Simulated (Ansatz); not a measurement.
The relaxed structure here is a generated cell of Bi2Se3: the first start was made by placing the elements on the sites of a structure type, and the end was not matched to a known phase here, so it may be hypothetical. Known forms of Bi2Se3 include space group No. 166.

The end point of a relaxation of Bi$_{2}$Se$_{3}$. Space group P4/mbm (No. 127). Computed with PBE (plane waves to 420 eV, PAW, scalar-relativistic; Ansatz, an electronic-structure program).

```cif
data_Bi4Se6
_chemical_formula_sum 'Se6 Bi4'
_space_group_name_H-M_alt 'P 1'
_space_group_IT_number 1
_cell_length_a 8.29659
_cell_length_b 8.29659
_cell_length_c 4.06756
_cell_angle_alpha 90.000
_cell_angle_beta 90.000
_cell_angle_gamma 90.000
loop_
_space_group_symop_operation_xyz
  'x, y, z'
loop_
_atom_site_label
_atom_site_type_symbol
_atom_site_fract_x
_atom_site_fract_y
_atom_site_fract_z
_atom_site_occupancy
Se1 Se 0.00000 0.00000 0.00000 1
Se2 Se 0.50000 0.50000 0.00000 1
Se3 Se 0.13707 0.63707 0.50000 1
Se4 Se 0.63707 0.86293 0.50000 1
Se5 Se 0.36293 0.13707 0.50000 1
Se6 Se 0.86293 0.36293 0.50000 1
Bi1 Bi 0.30102 0.80102 0.00000 1
Bi2 Bi 0.80102 0.69898 0.00000 1
Bi3 Bi 0.19898 0.30102 0.00000 1
Bi4 Bi 0.69898 0.19898 0.00000 1
```

```yaml
volume_per_atom: 28.00 Å³
band_gap: no gap on the sampled points, where the bands overlap only slightly; such a result is sensitive to mesh and level
shortest_distances: Bi–Se 2.80 Å; Se–Se 3.22 Å
k-mesh: 6×6×12
```

Band energies at high-symmetry points (eV from the Fermi level; labels of this space group; no spin-orbit coupling), from −5 eV up to 5.0 eV:

```csv
point,energies
Γ,-4.51 -4.51 -4.19 -3.47 -2.96 -2.46 -2.46 -2.12 -2.06 -2.04 -2.04 -1.69 -1.43 -1.43 -0.75 -0.61 -0.61 -0.30 -0.13 0.01 0.95 1.95 1.95 2.20 2.20 2.36 2.39 4.05 4.22 4.22 4.65
X,-4.32 -4.32 -3.63 -3.63 -3.08 -3.08 -2.96 -2.96 -2.24 -2.24 -2.04 -2.04 -1.05 -1.05 -0.62 -0.62 -0.15 -0.15 1.04 1.04 1.57 1.57 1.66 1.66 2.41 2.41 3.17 3.17 3.47 3.47
M,-4.77 -4.77 -3.62 -3.62 -2.97 -2.97 -2.84 -2.84 -2.60 -2.60 -0.99 -0.99 -0.72 -0.72 -0.52 -0.52 -0.17 -0.17 -0.08 -0.08 1.33 1.33 2.26 2.26 2.41 2.41 2.48 2.48 4.41 4.41
Z,-4.72 -4.72 -3.90 -3.90 -3.81 -3.18 -2.42 -2.42 -1.71 -1.59 -1.43 -1.43 -1.27 -0.98 -0.98 -0.20 -0.06 0.01 0.37 0.63 2.24 2.24 2.45 2.92 2.92 4.56 4.81 4.88 4.88
R,-4.89 -4.89 -4.81 -4.81 -3.36 -3.36 -3.36 -3.36 -2.93 -2.93 -2.37 -2.37 -1.99 -1.99 -1.94 -1.94 -0.62 -0.62 1.09 1.09 1.74 1.74 2.48 2.48 2.62 2.62 3.01 3.01 4.24 4.24
A,-4.50 -4.50 -4.13 -4.13 -4.11 -4.11 -3.91 -3.91 -3.72 -3.72 -1.82 -1.82 -1.73 -1.73 -1.08 -1.08 -0.88 -0.88 0.13 0.13 1.24 1.24 2.94 2.94 3.06 3.06 3.14 3.14 4.34 4.34
```

No spin polarisation in the result.

The run could not lose the symmetry of its start, so the end can be a saddle point.
